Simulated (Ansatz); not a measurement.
Relaxed GaN (wurtzite):

```
GaN
1.0
    3.18312     0.00000     0.00000
   -1.59156     2.75667     0.00000
    0.00000     0.00000     5.18363
Ga N
2 2
Direct
  0.66667   0.33333   0.00099
  0.33333   0.66667   0.50099
  0.66667   0.33333   0.62421
  0.33333   0.66667   0.12421
```

In this cell atom 2 (Ga, nearest neighbour N at 1.946 Å; its periodic images, 3.2 Å or more away, move with it) is moved by u·(0.707, 0.707, 0.000) + v·(0.000, 0.000, 1.000); the rest is frozen.

The numbers are results of r2SCAN (plane waves to 500 eV, PAW, scalar-relativistic; Ansatz, a quantum-chemistry and plane-wave program), not measurements. k mesh 10×10×5 (Γ-centred), Fermi-Dirac smearing 0.05 eV. Points where atoms come too close for the PAW data are left out (x in tables, blank in figures). As the smearing reaches across the gap at some points, energies and forces of such displacements shift with the k mesh and the smearing. Fu and Fv are the components of the force on the atom. GaN was relaxed with its symmetry unable to fall. The last digit holds for this mesh only.

Changes of Fv (eV/Å) from the point u = 0.000 Å, v = 0.000 Å when one coordinate moves alone (two changes are said to add if the coupling is within 5 % of the smaller one, nearly so within 20 %):

| point | change |
|---|---|
| u = 0.000 Å, v = -0.320 Å | 12.037 |
| u = -0.320 Å, v = 0.000 Å | -2.146 |
| u = 0.320 Å, v = 0.000 Å | -1.243 |
| u = 0.640 Å, v = 0.000 Å | -4.112 |
| u = 0.000 Å, v = 0.320 Å | -3.551 |
| u = 0.000 Å, v = 0.640 Å | -3.301 |

Question: Do the two effects add at u = -0.320 Å, v = -0.320 Å? Give the computed change.

Answer: The sum of the single changes is -2.146 + (12.037) = 9.891; the calculation gives 9.297, so the coupling contributes -0.594 (over 20 % of the smaller single change, not additive).

Question: What is the change at u = 0.320 Å, v = 0.640 Å, where both move, and how far is it from the sum?

Answer: The sum of the single changes is -1.243 + (-3.301) = -4.544; the calculation gives -3.459, so the coupling contributes 1.085 (over 20 % of the smaller single change, not additive).

Question: What is the change at u = 0.640 Å, v = -0.320 Å, where both move, and how far is it from the sum?

Answer: The sum of the single changes is -4.112 + (12.037) = 7.925; the calculation gives 5.267, so the coupling contributes -2.658 (over 20 % of the smaller single change, not additive).

(For displaced atoms, the force is minus the slope of the energy, and its curvature is a force constant, which sets phonon frequencies.)
